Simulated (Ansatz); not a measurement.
## Is this MgSiN structure a true minimum?

It was reached by relaxing an invented guess, and it needn't be the stable form of this composition.

These are results of DFT PBE, scalar-relativistic, plane waves, PAW in Ansatz 0.2.0, not measurements. Cutoff 420 eV; k points 16×16×12 on the computed 3-atom cell (Γ-centred); Gaussian smearing, width 0.10 eV; no spin polarisation.

The cell below (3 atoms, space group P4/mmm (No. 123)) is relaxed within its symmetry.

```
Mg Si N
1.0
     3.06688    0.00000    0.00000
     0.00000    3.06705    0.00000
     0.00000    0.00000    3.82479
Mg Si N
1 1 1
Direct
  0.00000 0.00000 0.00000
  0.50000 0.50000 0.50000
  0.50000 0.50000 0.00000
```

For the test a repeat of it with 6 atoms (edges 3.07, 3.82, 6.13 Å) was strained at random (σ = 1.5 % a component), the atoms were moved at random (σ = 0.10 Å), and all was relaxed again on a coarse 8×6×4 mesh (in the run’s order of axes) with 0.20 eV smearing, with no symmetry imposed.

An odd number of electrons in the primitive cell allows no gap without spin; a larger cell or a magnetic state could open one.

Question: What happens?

Answer: It returns, within 1 meV/atom of the unmoved cell on that mesh and with the same symmetry when read at 0.1 Å. So it is stable against the distortions that fit this cell and that this random move excites. Modes that don't fit the cell aren't tested.
